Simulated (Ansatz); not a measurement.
Given:

Si$_{3}$N$_{4}$:
```
Si3N4
1.0
    0.00000     3.89426     3.89426
    3.89426     0.00000     3.89426
    3.89426     3.89426     0.00000
Si N
6 8
Cartesian
  2.92070   2.92070   4.86783
  2.92070   4.86783   2.92070
  4.86783   4.86783   4.86783
  4.86783   2.92070   2.92070
  1.94713   1.94713   1.94713
  0.00000   0.00000   0.00000
  6.75686   6.75686   6.75686
  2.97880   4.80973   4.80973
  4.92593   4.92593   6.75686
  4.80973   2.97880   4.80973
  6.75686   4.92593   4.92593
  2.97880   2.97880   2.97880
  4.92593   6.75686   4.92593
  4.80973   4.80973   2.97880
```

This is the PBE-relaxed structure.

Q: All from PBE in the plane-wave PAW code Ansatz, unless another level is named. Give the formation energy from the elements (no fitted shifts).

A: -0.91 eV/atom.

Q: And the valence-band maximum?

A: on the K–Γ line, 54 % of the way from K.

Q: Give the weight of the valence-edge state by species (Voronoi cells).

A: N 88 %, Si 12 %.

Space group Fd-3m. Symmetry was held in the PBE relaxation. The references are the lowest solids computed at this level, not always the standard phases (solids in place of the gases).

Potentials: the earlier of the program's two PAW sets.
